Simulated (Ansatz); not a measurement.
Each is relaxed and computed with PBEsol (plane waves, PAW; program Ansatz). Which is the only one with a gap?
(A) Ti2GaC, P6_3/mmc (Ti on 4f, Ga on 2d, C on 2a)
(B) ZrSi2, Cmcm (Si on 4c, Si on 4c, Zr on 4c)
(C) TiC, rock salt
(D) ZrTiO4, P1 (Pearson symbol aP24)

D, ZrTiO4, P1 (Pearson symbol aP24). ZrTiO4: gap 2.79 eV; ZrSi2: metal; Ti2GaC: metal; TiC: metal. Standing as an ambient phase not checked: ZrTiO4, P1 (Pearson symbol aP24); Ti2GaC, P6_3/mmc (Ti on 4f, Ga on 2d, C on 2a). Perhaps ordered models of mixed-site phases: ZrTiO4, P1 (Pearson symbol aP24). All cells were relaxed under the symmetry of their starts (and spin orders); stability against distortions was not tested throughout. Rows with no word on spin ran without spin polarisation. Spin–orbit coupling is left out wherever it is not named.

Potentials: the later of the program's two PAW sets.
